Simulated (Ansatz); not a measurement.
TiTe$_{2}$ (CdI2 type)

```
CELL_PARAMETERS angstrom
      3.69732     0.00000     0.00000
     -1.84866     3.20197     0.00000
      0.00000     0.00000     6.38398
ATOMIC_POSITIONS crystal
  Ti 0.00000 0.00000 0.00000
  Te 0.33333 0.66667 0.27110
  Te 0.66667 0.33333 0.72890
```

In this cell atom 1 (Ti, nearest neighbour Te at 2.748 Å; its periodic images, 3.7 Å or more away, move with it) is moved by s along Cartesian x, unit vector (1.000, 0.000, 0.000); all other atoms and the cell stay fixed.

Computed with PBE-D3(BJ) (plane waves to 420 eV, PAW, scalar-relativistic; Ansatz, a first-principles code). k mesh 12×12×6 (Γ-centred), Fermi-Dirac smearing 0.05 eV. With partly filled bands, energies and forces of such displacements shift with the k mesh and the smearing. F∥ is the force on the atom along that direction. Spin-orbit coupling is left out, though Te is heavy. TiTe2 is run without spin polarisation. TiTe2 was relaxed with its symmetry unable to fall. 

```
s (Å)   F∥ (eV/Å)
------  ---------
-0.820      6.375
-0.656      4.944
-0.492      3.275
-0.328      1.772
-0.164      0.827
0.000       0.000
0.164      -0.827
0.328      -1.772
0.492      -3.275
0.656      -4.944
0.820      -6.375
```

Problem. What is the force constant k = d²E/ds² of this move at s = 0?

Solution. 4.92 eV/Å². The forces along the line at the two nearest points give (0.827 − (-0.827)) / (2·0.164) = 5.04 eV/Å²; the next pair corrects for the finite step.

(A displaced cell: forces are minus the slopes of the energy, force constants its curvatures, and phonons follow from these.)
